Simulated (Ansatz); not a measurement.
What DFT gives for Sn2Te2S

```
Sn Te S
1.0
     0.86639   -4.04650    0.00000
     0.86639   -1.93050   -3.55631
     9.01649    4.04650    0.00000
Sn Te S
2 2 1
Direct
  0.78400 0.60800 0.17600
  0.21600 0.39200 0.82400
  0.57600 0.21200 0.36400
  0.42400 0.78800 0.63600
  0.00000 0.00000 0.00000
```

Method: PBE, no spin polarisation; PAW, plane waves to 420 eV, 10×10×10 Γ-centred mesh, fermi-dirac occupations (width 0.1 eV) (Ansatz 0.2.0), atoms fixed.

Question: Describe some of the short contacts.

Answer: Sn–S at 2.93 Å: least valence density 0.23 e/Å³ and ELF 0.34 there. Sn–Te at 2.99 Å: least valence density 0.29 e/Å³ and ELF 0.55 there. These are pseudo-fields; inside the PAW spheres they differ from the all-electron ones.

Question: Which element gives electrons and which takes them?

Answer: Bader charges in e: Sn +0.84, Te -0.38, S -0.90. In the mean Sn gives up most and S takes most.

Question: Metal or insulator?

Answer: It is a metal, with about 2 states/eV a cell as the mean within 0.25 eV of the Fermi level, mostly Te p (45 %), Sn s (19 %) and S p (18 %).

Question: Which atom feels the largest force, and which way?

Answer: The largest is on Te3 (and as large on other atoms): 0.39 eV/Å, components (-0.38, -0.08, -0.05). It makes 53° with the line to a nearest neighbour, Sn1 at 2.99 Å.

Question: What is the formation energy?

Answer: -0.21 eV an atom against the elements' usual phases (free molecules for gases, crystals otherwise, with no correction for O₂ or N₂), so it is bound against them; other compounds may still compete. Relaxing would lower it.

Question: What does the stress say?

Answer: The pressure is 0.4 GPa (compression positive), so with the atoms held at these fractions the cell is close to zero pressure.

Origin: a known structure type with other elements, at an estimated volume, so it need not be a known compound. Caveats: many states at the Fermi level without spin polarisation, so a magnetic state may lie lower.
